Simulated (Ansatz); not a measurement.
Input and command of a plane-wave DFT calculation in Ansatz:

```yaml
crystal:
  lattice:
    - [3.0320407518, 0.0, 0.0]
    - [-1.5160203759, 2.6258243164, 0.0]
    - [0.0, 0.0, 9.7568704696]
  atoms:
    - { symbol: Mg, position: [0.0, 0.0, 0.0] }
    - { symbol: Mg, position: [0.3333333333, 0.6666666667, 0.25] }
    - { symbol: Mg, position: [0.0, 0.0, 0.5] }
    - { symbol: Mg, position: [0.6666666667, 0.3333333333, 0.75] }
basis:
  ecutwfc: 420
kpoints:
  mp_grid: { grid: [18, 18, 4] }
hamiltonian:
  xc: pbesol
scf:
  occupations: { method: gaussian, width: 0.1 }
output:
  forces: true
  stress: true
  eigenvalues: true
relax:
  adjacent_minimum: "off"
  f_tol: 0.008
  max_steps: 50
  cell: { stress_tol: 0.08, p_target: 8.0 }
```

```bash
ansatz run input.yaml --threads 1 --pin off --max-ram 2560MiB --backend cpu --events-out ev --progress --plain --runs-dir out
```

Processor: Intel(R) Xeon(R) Platinum 8488C (Sapphire Rapids), 1 thread, on a host shared with other jobs.

**Question.** Estimate time, memory and problem size.

**Answer.** About 27 s on 1 thread of Intel(R) Xeon(R) Platinum 8488C (Sapphire Rapids) (shared host), peak memory 0.49 GiB. It solves 24 bands at 111 k points (the mesh reduced by the symmetry that the task leaves, which can be less than the crystal's) with about 1461 plane waves (on the last cell), in 17 SCF iterations over 4 ionic steps.
